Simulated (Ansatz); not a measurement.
Relaxed candidate structures of SnGe:

A. Pm (No. 6), mP8; a = 6.1393 Å, b = 4.3089 Å, c = 8.6484 Å, α = γ = 90.00°, β = 90.01°; Sn 1a (0.520, 0.000, 0.013); Ge 1b (0.016, 0.500, 0.737); Sn 1a (0.482, 0.000, 0.488); Ge 1b (0.985, 0.500, 0.262); Sn 1b (0.233, 0.500, 0.006); Sn 1a (0.766, 0.000, 0.742); Ge 1b (0.231, 0.500, 0.492); Ge 1a (0.766, 0.000, 0.260)

B. P6/mmm (No. 191), hP6; a = b = 5.9745 Å, c = 4.9416 Å, α = β = 90.00°, γ = 120.00°; Ge 3f (0.000, 0.500, 0.000); Sn 1a (0.000, 0.000, 0.000); Sn 2d (0.333, 0.667, 0.500)

C. R-3m, hexagonal axes (No. 166), hR8; a = 4.3251 Å, b = 4.3251 Å, c = 42.4040 Å, α = 90.00°, β = 90.00°, γ = 120.00°; Sn 6c (0.000, 0.000, 0.033); Sn 6c (0.000, 0.000, 0.216); Ge 6c (0.000, 0.000, 0.471); Ge 6c (0.000, 0.000, 0.279)

**Question.** Put the candidates in order of energy per atom, lowest first, for PBEsol (plane waves to 420 eV, PAW, scalar-relativistic; Ansatz, an electronic-structure program).

**Answer.** C (reference), A (+0.02 eV/atom), B (+0.24 eV/atom)

Each run could gain symmetry but not lose that of its start, so entries can be saddle points. All of these are generated cells (placed on structure types, drawn at random, substituted or restacked) that were not matched to a known phase here. The real structure of this composition may not be among these, and whether this composition forms is not checked here. Static energies at zero pressure. No spin polarisation in the result.
